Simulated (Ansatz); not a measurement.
Structure relaxation, Cu

The start is a generated cell, Cu placed in the beta-Sn structure type. Cell shape, volume and atoms are optimised at zero target pressure with r2SCAN (plane waves to 500 eV, PAW, scalar-relativistic; Ansatz, an electronic-structure program). First-step values are on the input's coarse k-mesh.

Ansatz input (later rounds restart from its end on a renewed k-mesh):
Ansatz 0.2 input:
```yaml
crystal:
  lattice:
    - [-2.245152, 2.245152, 1.224982]
    - [2.245152, -2.245152, 1.224982]
    - [2.245152, 2.245152, -1.224982]
  atoms:
    - { symbol: Cu, position: [0.75, 0.25, 0.5] }
    - { symbol: Cu, position: [0, 0, 0] }
basis: { ecutwfc: 500, ecutrho_ratio: 4, xc_grid: 4, fft_grid_basis: typed }
kpoints: { mp_grid: { grid: [15, 15, 15] } }
hamiltonian:
  xc: r2scan
  dispersion: none
  pseudopotentials: { kind: paw }
scf: { occupations: { method: fermi_dirac, width: 0.05 } }
relax: { f_tol: 0.01, max_steps: 100, cell: { stress_tol: 0.02 } }
output: { forces: true, stress: true }
```

```yaml
outcome: The space group stays I4₁/amd (No. 141) (the run could not lower it); the end is AFLOW prototype A_tI4_141_a (A5, as in Sn), with 2 atoms in the primitive cell
energy_released: 0.01 eV/atom
volume_change: +1.9 %, from 12.35 to 12.58 Å³/atom
band_gap_at_the_end: no gap (metallic)
optimiser_moves: 7
```

The end point of the relaxation:

```cif
data_Cu4
_chemical_formula_sum 'Cu4'
_space_group_name_H-M_alt 'I41/amd :1'
_space_group_IT_number 141
_space_group_name_Hall 'I 4bw 2bw -1bw'
_cell_length_a 4.57029
_cell_length_b 4.57029
_cell_length_c 2.40965
_cell_angle_alpha 90.000
_cell_angle_beta 90.000
_cell_angle_gamma 90.000
loop_
_atom_site_label
_atom_site_type_symbol
_atom_site_symmetry_multiplicity
_atom_site_Wyckoff_symbol
_atom_site_fract_x
_atom_site_fract_y
_atom_site_fract_z
_atom_site_occupancy
Cu1 Cu 4 a 0.00000 0.00000 0.00000 1
```
(The calculation used a cell of 2 atoms; values per cell refer to that cell.)

Final values are on a 22×22×22 k-mesh of the relaxed cell. No spin polarisation in the result.

The run could not lose the symmetry of its start, so the end can be a saddle point.

All atoms sit on sites fixed by symmetry, so only the cell could relax.

The relaxed structure here is a generated cell of Cu: the first start was made by placing the elements on the sites of a structure type, and the end was not matched to a known phase here, so it may be hypothetical. Known forms of Cu include space group No. 225.
